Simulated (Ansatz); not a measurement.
**Rutile alloy of SnO2 and TiO2 (3 of 24 Sn sites exchanged), 72 atoms**

Ansatz, PAW, plane waves. PBEsol relaxation of cell lengths and atoms (angles held) at the single k point (½, ½, ½); single points on the relaxed atoms at the Γ point alone, onto which points of the small cell's zone fold. Arrangement: quasirandom. No spin–orbit coupling unless named.

Relaxed structure:

```yaml
crystal:
  lattice:
    - [9.50904, 0.00000, 0.00000]
    - [0.00000, 9.51150, 0.00000]
    - [0.00000, 0.00000, 9.51789]
  atoms:
    - { symbol: Sn, position: [0.99988, 0.00046, 0.00012] }
    - { symbol: Sn, position: [0.00153, 0.99871, 0.33423] }
    - { symbol: Sn, position: [0.00152, 0.99867, 0.66467] }
    - { symbol: Sn, position: [0.00068, 0.50107, 0.99679] }
    - { symbol: Sn, position: [0.00147, 0.50184, 0.33629] }
    - { symbol: Sn, position: [0.49945, 0.99980, 0.99918] }
    - { symbol: Sn, position: [0.49831, 0.99864, 0.33420] }
    - { symbol: Sn, position: [0.49861, 0.99887, 0.66520] }
    - { symbol: Sn, position: [0.50058, 0.49974, 0.00239] }
    - { symbol: Sn, position: [0.49837, 0.50185, 0.66227] }
    - { symbol: Sn, position: [0.25138, 0.25292, 0.16781] }
    - { symbol: Sn, position: [0.25044, 0.25324, 0.49904] }
    - { symbol: Sn, position: [0.24824, 0.25158, 0.83184] }
    - { symbol: Sn, position: [0.25211, 0.74915, 0.16983] }
    - { symbol: Sn, position: [0.24898, 0.74784, 0.82867] }
    - { symbol: Sn, position: [0.74790, 0.25218, 0.16772] }
    - { symbol: Sn, position: [0.75012, 0.25312, 0.49992] }
    - { symbol: Sn, position: [0.75122, 0.25254, 0.83124] }
    - { symbol: Sn, position: [0.74850, 0.74778, 0.16778] }
    - { symbol: Sn, position: [0.74943, 0.74744, 0.49903] }
    - { symbol: Sn, position: [0.75181, 0.74902, 0.83184] }
    - { symbol: Ti, position: [0.00066, 0.50086, 0.66422] }
    - { symbol: Ti, position: [0.49682, 0.50348, 0.33631] }
    - { symbol: Ti, position: [0.24758, 0.74765, 0.50076] }
    - { symbol: O, position: [0.15191, 0.15590, 0.00003] }
    - { symbol: O, position: [0.15354, 0.15432, 0.33357] }
    - { symbol: O, position: [0.15573, 0.15088, 0.66504] }
    - { symbol: O, position: [0.15406, 0.65201, 0.99979] }
    - { symbol: O, position: [0.15313, 0.65594, 0.34236] }
    - { symbol: O, position: [0.15243, 0.65029, 0.65536] }
    - { symbol: O, position: [0.65217, 0.15511, 0.99921] }
    - { symbol: O, position: [0.65433, 0.15138, 0.33393] }
    - { symbol: O, position: [0.65221, 0.15505, 0.66570] }
    - { symbol: O, position: [0.65408, 0.65103, 0.99903] }
    - { symbol: O, position: [0.64783, 0.64919, 0.33397] }
    - { symbol: O, position: [0.64931, 0.65443, 0.66572] }
    - { symbol: O, position: [0.34685, 0.34871, 0.99905] }
    - { symbol: O, position: [0.34896, 0.35457, 0.33398] }
    - { symbol: O, position: [0.34903, 0.34780, 0.66573] }
    - { symbol: O, position: [0.34726, 0.84486, 0.99908] }
    - { symbol: O, position: [0.34270, 0.84579, 0.34324] }
    - { symbol: O, position: [0.34511, 0.84236, 0.65576] }
    - { symbol: O, position: [0.84694, 0.34952, 0.99979] }
    - { symbol: O, position: [0.85028, 0.34763, 0.33360] }
    - { symbol: O, position: [0.85059, 0.35302, 0.66559] }
    - { symbol: O, position: [0.84725, 0.84565, 0.00005] }
    - { symbol: O, position: [0.84883, 0.84381, 0.33353] }
    - { symbol: O, position: [0.84603, 0.84793, 0.66505] }
    - { symbol: O, position: [0.09899, 0.40633, 0.16694] }
    - { symbol: O, position: [0.09418, 0.40462, 0.50913] }
    - { symbol: O, position: [0.09548, 0.40709, 0.82256] }
    - { symbol: O, position: [0.09888, 0.90246, 0.16676] }
    - { symbol: O, position: [0.10061, 0.89708, 0.49993] }
    - { symbol: O, position: [0.09731, 0.90116, 0.83248] }
    - { symbol: O, position: [0.59339, 0.40616, 0.17641] }
    - { symbol: O, position: [0.59462, 0.40728, 0.48986] }
    - { symbol: O, position: [0.59727, 0.40532, 0.83178] }
    - { symbol: O, position: [0.59491, 0.90078, 0.16688] }
    - { symbol: O, position: [0.59871, 0.90331, 0.49951] }
    - { symbol: O, position: [0.59671, 0.90215, 0.83222] }
    - { symbol: O, position: [0.40244, 0.09733, 0.16694] }
    - { symbol: O, position: [0.40457, 0.10062, 0.49950] }
    - { symbol: O, position: [0.40081, 0.09592, 0.83219] }
    - { symbol: O, position: [0.40532, 0.59590, 0.17542] }
    - { symbol: O, position: [0.39976, 0.59831, 0.48996] }
    - { symbol: O, position: [0.40162, 0.59654, 0.83240] }
    - { symbol: O, position: [0.90247, 0.09691, 0.16727] }
    - { symbol: O, position: [0.90441, 0.09805, 0.49960] }
    - { symbol: O, position: [0.90435, 0.09796, 0.83204] }
    - { symbol: O, position: [0.90353, 0.59699, 0.16699] }
    - { symbol: O, position: [0.90299, 0.59322, 0.50906] }
    - { symbol: O, position: [0.90758, 0.59656, 0.82260] }
```

**Question.** What are the mean bond lengths by pair (pairs within 1.2 times the sum of covalent radii, less contacts 15 % beyond the pair's median; cation–cation pairs of compounds aside; long ionic contacts are cut short by that bound)?

**Answer.** O–Sn 2.067 ± 0.012 Å (standard deviation, 126 bonds); O–Ti 1.980 ± 0.025 Å (standard deviation, 18 bonds).

**Question.** What gap lies between the top filled and the lowest empty level in the single points?

**Answer.** HSE06 3.25 eV (5 min on 7 threads of Neoverse-V2).
